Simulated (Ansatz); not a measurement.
## Calculated with Ansatz: ScPb3, relaxation

The input file (Ansatz 0.2.0, plane waves):

```yaml
crystal:
  lattice:
    - [3.429849, 5.940672, 0.0]
    - [-3.429849, 5.940672, 0.0]
    - [0.0, 0.0, 5.259102]
  atoms:
    - { symbol: Sc, position: [0.3333, 0.3334, 0.25] }
    - { symbol: Sc, position: [0.6666, 0.6667, 0.75] }
    - { symbol: Pb, position: [0.833, 0.833, 0.25] }
    - { symbol: Pb, position: [0.167, 0.666, 0.75] }
    - { symbol: Pb, position: [0.334, 0.833, 0.25] }
    - { symbol: Pb, position: [0.167, 0.167, 0.75] }
    - { symbol: Pb, position: [0.833, 0.334, 0.25] }
    - { symbol: Pb, position: [0.666, 0.167, 0.75] }
  symmetry: { tolerance: 0.0003 }
kpoints:
  mp_grid: { grid: [6, 6, 7], shift: [0, 0, 0] }
magnetization:
  spin_polarized: false
scf:
  occupations: { method: fermi_dirac }
  lower_state_search: "off"
hamiltonian:
  pseudopotentials: { kind: paw }
  xc: pbesol
basis:
  ecutwfc: 420
  fft_grid_basis: typed
relax:
  max_steps: 40
  cell: { p_target: 0.0 }
  f_tol: 0.03
output:
  forces: true
  stress: true
  eigenvalues: true
  bader: true
  populations: true
  elf: true
  write_potential: true
  volumetric_format: npy
  dos:
    e_range: [-12, 8]
    de: 0.05
    projected: { site_lists: { Pb: [Pb], Sc: [Sc] } }
  write_density: true
checkpoint:
  read: saved_state
```

The command:

```bash
ansatz run input.yaml --threads 2 --pin off --max-ram 2560MiB --backend cpu --events-out ev --progress --plain --runs-dir out
```

Origin of the cell: a known structure type with other elements, at an estimated volume, so it need not be a known compound.

The smearing width isn't typed, so it takes its default of 0.1 eV.

The saved state is a converged single point of the same cell.

Excerpt of the output:

```
Warning: the atoms were moved onto the symmetric positions of the space group found under crystal.symmetry.tolerance 3.0e-4 (fractional; no operation is sought that the atoms, as they stand i […]
Pseudopotentials: kind: paw
Pseudopotential: Sc, paw, valence charge 11, recommended cutoff 420 eV (normal), Sc.paw.azcp
Pseudopotential: Pb, paw, valence charge 14, recommended cutoff 420 eV (normal), Pb.paw.azcp
Functional definition: PBEsol
  exchange = pbesol_x
  correlation = pbesol_c
Crystal: 8 atoms, lattice volume = 214.315 Å³
Basis set: ecut = 420 eV, 4229 PW (Γ), exchange–correlation on 96×96×72 points (8 copies of the dense FFT grid, shifted against one another)
Bands: 64, of which v1, the nominal top of the filled ones, is band 53 counted from 1 (52 counted from 0)
Symmetry: 24 space group operations
Space group: P63/mmc (ITA 194), of the structure as read, at distance tolerance 1.8e-3 Å
k-points: 28 of 252
[… 7 lines left out …]
Initial density: read from a saved state, or passed on in memory by an earlier SCF of this step, an earlier step, the calling program or the single point that the run made first
Functional: x = pbesol(κ = 0.804, μ = 0.123457), c = pbesol(β = 0.046)
SCF iter   1: F=—  HF=-74753.213971 eV  Δρ=2.17e-3  dr2=5.41e-3
SCF iter   2: F=—  HF=-74753.213884 eV  Δρ=1.27e-3  dr2=2.08e-3
SCF iter   3: F=—  HF=-74753.213908 eV  Δρ=1.64e-4  dr2=8.27e-5
SCF iter   4: F=—  HF=-74753.213814 eV  Δρ=4.62e-5  dr2=5.95e-6
SCF iter   5: F=—  HF=-74753.213813 eV  Δρ=1.06e-5  dr2=2.68e-7
SCF iter   6: F=-74753.213813 eV  HF=-74753.213813 eV  Δρ=3.29e-6  dr2=2.87e-8
relax step   1: F+E_penalty+E_count = -74753.213813 eV  Δ(F+E_penalty+E_count) = +0.000e0 eV  max|allowed force component| = 3.007e-1 eV/Å  Δτ_max = 0.0000 Å  P = +0.401 GPa  Ω = 214.315 Å³ […]
relax step   2: F+E_penalty+E_count = -74753.537402 eV  Δ(F+E_penalty+E_count) = -3.236e-1 eV  max|allowed force component| = 1.314e-1 eV/Å  Δτ_max = 0.0550 Å  P = -0.387 GPa  Ω = 215.821 Å³ […]
relax step   3: F+E_penalty+E_count = -74753.674302 eV  Δ(F+E_penalty+E_count) = -1.369e-1 eV  max|allowed force component| = 8.666e-2 eV/Å  Δτ_max = 0.0271 Å  P = +0.767 GPa  Ω = 211.377 Å³ […]
relax step   4: F+E_penalty+E_count = -74753.670498 eV  Δ(F+E_penalty+E_count) = +3.803e-3 eV  max|allowed force component| = 1.054e-1 eV/Å  Δτ_max = 0.0223 Å  P = -0.789 GPa  Ω = 217.313 Å³ […]
relax step   5: F+E_penalty+E_count = -74753.682739 eV  Δ(F+E_penalty+E_count) = -8.437e-3 eV  max|allowed force component| = 2.328e-3 eV/Å  Δτ_max = 0.0095 Å  P = +0.028 GPa  Ω = 214.030 Å³ […]
relax step   6: F+E_penalty+E_count = -74753.683206 eV  Δ(F+E_penalty+E_count) = -4.665e-4 eV  max|allowed force component| = 2.381e-3 eV/Å  Δτ_max = 0.0000 Å  P = +0.030 GPa  Ω = 214.030 Å³  stress off target by 4.28e-2 GPa […]
SCF 6 converged in 9 iterations: F = -74753.683206 eV  dr2 = 3.91e-16
basis re-selected at this cell: Δ(F+E_penalty+E_count) = -4.665e-4 eV, ΔP = +0.002 GPa vs the last step (what re-selecting the basis moved, of the pressure what is left beyond the Pulay corre […]
SCF converged after 9 iterations
Free energy (F): -74753.683206 eV
Harris-Foulkes:  -74753.683206 eV  (|F-HF|=1.46e-11)
Internal energy: -74753.529178 eV  (E = F + TS)
E sigma→0 (E₀):  -74753.606192 eV
Entropy (-TS):   -0.154027 eV (-19.253 meV/atom)
Fermi energy:    11.686778 eV
--- Per-component energies (eV) ---
  E_band       = -455.636780
  E_kinetic    = 2266.473972
  E_local      = -7450.995729  (includes V_loc(G=0)·N_el)
  E_nonlocal   = 2279.523695
  E_hartree    = 2882.336532
  E_xc         = -1522.520517
  E_vxc        = -1056.576230  (∫ρ·V_xc dr)
  E_paw        = -63406.395441  (= ΣΔE_a)
  E_vpaw       = -2258.735858  (= ΣTr[D̂ρ^β])
  E_aug_tail   = 0.000307  (compensation charges beyond the density's cutoff)
  E_ewald      = -9802.582746
  E_core_change = 0.630750  (= ΣΔE_core)
  E_smearing   = -0.154027  (= −TS)
  Σ components = -74753.683206   (vs F -74753.683206, Δ=0.00e0)
--- Forces (eV/Å), atoms counted from 1 ---
  atom   1  Sc     0.000000    -0.000000     0.000000
  atom   2  Sc     0.000000     0.000000    -0.000000
  atom   3  Pb     0.000000    -0.002381    -0.000000
  atom   4  Pb     0.002062    -0.001191    -0.000000
  atom   5  Pb     0.002062     0.001191    -0.000000
  atom   6  Pb     0.000000     0.002381     0.000000
  atom   7  Pb    -0.002062     0.001191     0.000000
  atom   8  Pb    -0.002062    -0.001191     0.000000
  max |Σ_I F_I| component: 7.81e-18 eV/Å
--- Stress (GPa, compression-positive) ---
        0.023704       0.000000      -0.000000
        0.000000       0.023704      -0.000000
       -0.000000       0.000000       0.042793
  P = ⅓ Tr σ = 0.0301 GPa (0.301 kbar)
--- Relaxed structure (5 steps of the walk, 4 accepted, 1 SCFs on fresh bases) ---
  F+E_penalty+E_count = -74753.683206 eV   max|allowed force component| = 2.381e-3 eV/Å   (the final SCF, on the basis selected at the relaxed cell)
  cell:  # Å, volume = 214.0304 Å³
    - [3.264998, 5.655142, -3.427e-18]
    - [-3.264998, 5.655142, 3.427e-18]
    - [-5.255e-18, 0.0, 5.795876]
  atoms:
    - { symbol: Sc, position: [0.333333, 0.333333, 0.250000] }
    - { symbol: Sc, position: [0.666667, 0.666667, 0.750000] }
    - { symbol: Pb, position: [0.831455, 0.831455, 0.250000] }
    - { symbol: Pb, position: [0.168545, 0.662910, 0.750000] }
    - { symbol: Pb, position: [0.337090, 0.831455, 0.250000] }
    - { symbol: Pb, position: [0.168545, 0.168545, 0.750000] }
    - { symbol: Pb, position: [0.831455, 0.337090, 0.250000] }
    - { symbol: Pb, position: [0.662910, 0.168545, 0.750000] }
--- Löwdin populations: 8 sites ---
  site symbol       q [e]
     0     Sc     10.3067
     1     Sc     10.3067
     2     Pb     14.1713
     3     Pb     14.1713
     4     Pb     14.1713
     5     Pb     14.1713
     6     Pb     14.1713
     7     Pb     14.1713
  spilling = 0.003385 (of n_electrons = 106.000000)
--- Bader charges: 8 sites ---
  site symbol  charge [e]  shift [e]
     0     Sc      1.2440     0.0000
     1     Sc      1.2440     0.0000
     2     Pb     -0.4147     0.0000
     3     Pb     -0.4147     0.0000
     4     Pb     -0.4147     0.0000
     5     Pb     -0.4147     0.0000
     6     Pb     -0.4147     0.0000
     7     Pb     -0.4147     0.0000
  estimated error of the sums over rays = 2.9e-4 e
```

The starting structure.

Space group P6_3/mmc (No. 194); the run's cell has a = 6.860 Å, b = 6.860 Å, c = 5.259 Å, α = 90.00°, β = 90.00°, γ = 60.00°. Shortest distances: Pb–Sc 3.29 Å, Pb–Pb 3.29 Å.

After:

Space group P6_3/mmc (No. 194); the run's cell has a = 6.530 Å, b = 6.530 Å, c = 5.796 Å, α = 90.00°, β = 90.00°, γ = 60.00°. Shortest distances: Pb–Pb 3.23 Å, Pb–Sc 3.27 Å.

```
Free energy lowered by                                                                 : 58.7 meV/atom
Volume change                                                                          : -0.13 %
Final pressure                                                                         : 0.03 GPa
Relaxation steps listed                                                                : 6
Formation energy (elements under the same functional, gases as molecules, uncorrected) : -0.152 eV/atom
```

Caveats: no spin-orbit coupling, though heavy elements are present; the relaxation held the start's symmetry, so the end may be a saddle point.

Time: 170 s of wall time on 2 CPU thread(s) of a shared host, from a saved density.
